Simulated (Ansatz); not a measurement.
With DFT-r²SCAN in the program Ansatz with PAW potentials, ScSnCN in the trigonal phase (P3m1; Sc on 1b, Sn on 1c, C on 1b, N on 1c) relaxes to a = 3.584 Å, c = 5.463 Å. Sn has 4 nearest neighbours from 2.15 Å (tetrahedral); N has 4 nearest neighbours from 2.12 Å (tetrahedral). Against the elements it lies at -0.47 eV/atom, with no fitted shifts.

The Kohn–Sham gap is 2.18 eV (direct). The valence maximum lies at Γ and the conduction minimum at Γ. HSE06 on the same cell gives 2.76 eV. Gap from r²SCAN with spin–orbit coupling: 2.14 eV. The electron mass is 0.15, 0.15, 0.58 mₑ (principal values).

The start of the workflow was typed in or built on a structure type; neither database checked (COD, Materials Project) lists it. Whether it is the stable phase at ambient conditions was not checked. The cell was relaxed with r²SCAN under the symmetry of its start; its stability against distortions is not shown here. No spin polarisation was allowed. The references are the lowest solids computed at this level, not always the standard phases (solids in place of the gases). Scalar-relativistic: spin–orbit coupling is off unless named, which matters more the heavier the elements.

Potentials: the earlier of the program's two PAW sets. The files were generated under PBE; for other functionals the program regenerates the frozen cores, and for LDA and PBEsol the local potential too.
